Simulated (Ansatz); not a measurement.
The cell below belongs to a search over invented structures; it isn't taken from experiment.

Input and command of a plane-wave DFT calculation in Ansatz:

```yaml
crystal:
  lattice:
    - [-2.89805686, 2.89805686, 2.32962305]
    - [2.89805686, -2.89805686, 2.32962305]
    - [2.89805686, 2.89805686, -2.32962305]
  atoms:
    - { symbol: Zn, position: [0.15810001, 0.65810001, 0.81620002] }
    - { symbol: Zn, position: [0.65810001, 0.84189999, 0.5] }
    - { symbol: Zn, position: [0.84189999, 0.34189999, 0.18379998] }
    - { symbol: Zn, position: [0.34189999, 0.15810001, 0.5] }
    - { symbol: O, position: [0.75, 0.75, 0.0] }
    - { symbol: O, position: [0.25, 0.25, 0.0] }
basis:
  ecutwfc: 420
kpoints:
  mp_grid: { grid: [5, 5, 5] }
hamiltonian:
  xc: pbe
scf:
  occupations: { method: gaussian, width: 0.2 }
  lower_state_search: "off"
output:
  forces: true
  stress: true
  eigenvalues: true
relax:
  adjacent_minimum: "off"
  f_tol: 0.08
  max_steps: 16
  cell: { stress_tol: 0.8 }
```

```bash
ansatz run input.yaml --threads 1 --pin off --max-ram 2560MiB --backend cpu --events-out ev --progress --plain --runs-dir out
```

Processor: Intel(R) Xeon(R) Processor @ 2.50GHz (Skylake/Cascade Lake), 1 thread, on a host shared with other jobs.

Problem. Estimate time, memory and problem size.

Solution. About 2.2 min, peak memory 0.39 GiB. It solves 36 bands at 18 k points (after reduction by symmetry) with about 1429 plane waves (on the last cell), in 81 SCF iterations over 12 ionic steps.
